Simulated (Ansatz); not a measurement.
## Mg2CrIn3S8 — coordination and ³³S quadrupole coupling

Cell: a computed structure from the Materials Project (it need not be an observed phase), ions relaxed with PBE at fixed cell.

```yaml
crystal:
  lattice:
    - [3.79895, 2.19332, 6.16514]
    - [-3.79895, 2.19332, 6.16514]
    - [0.00000, -4.38664, 6.16514]
  atoms:
    - { symbol: Mg, position: [0.87453, 0.87453, 0.87453] }
    - { symbol: Mg, position: [0.12547, 0.12547, 0.12547] }
    - { symbol: Cr, position: [0.50000, 0.50000, 0.50000] }
    - { symbol: In, position: [0.50000, 0.00000, 0.50000] }
    - { symbol: In, position: [0.00000, 0.50000, 0.50000] }
    - { symbol: In, position: [0.50000, 0.50000, 0.00000] }
    - { symbol: S, position: [0.73007, 0.27707, 0.73007] }
    - { symbol: S, position: [0.72293, 0.26993, 0.26993] }
    - { symbol: S, position: [0.25745, 0.25745, 0.25745] }
    - { symbol: S, position: [0.26993, 0.26993, 0.72293] }
    - { symbol: S, position: [0.74255, 0.74255, 0.74255] }
    - { symbol: S, position: [0.73007, 0.73007, 0.27707] }
    - { symbol: S, position: [0.26993, 0.72293, 0.26993] }
    - { symbol: S, position: [0.27707, 0.73007, 0.73007] }
```

Atoms are numbered from 1 in the order listed; like atoms form one site, named after its first atom.

All values are calculated (Ansatz; DFT, PBE+U (U = 2.5 eV on Cr d), plane waves and PAW, scalar-relativistic, collinear spin, 420 eV cutoff, Γ-centred 5×5×5 k-points, Fermi–Dirac smearing 0.02 eV), not measured. Start moments as typed (μB): 3 on each Cr, none on the rest.

Q(³³S) = -69.40 mb.

Question: Rank these S sites by |C_Q|, smallest first.
A. S9: 1 Mg at 2.44 Å, 3 In at 2.60 Å
B. S7: 1 Cr at 2.47 Å, 1 Mg at 2.50 Å, 2 In at 2.65 Å

Answer: A (1.02 MHz, η = 0.00), B (2.96 MHz, η = 0.11).

An axis of threefold or higher order runs through S9, so V_zz lies along it and η is zero. Like point charges on the first shell alone (each adding as 1/d³) would put S9 above S7: the kind of neighbour, the covalent part of each bond and the atoms beyond the first shell count as well.

Without spin–orbit coupling (the program notes it for In) the gradients are little affected as a rule: paired runs on crystals with a gap mostly move them by under 2 % at such atoms. All moments are parallel here, as the start or the cell imposes; many such compounds order antiparallel, where fields and spin densities carried over to other atoms largely cancel. The magnetic order is the one that the run reached from its start moments, not necessarily the measured one.
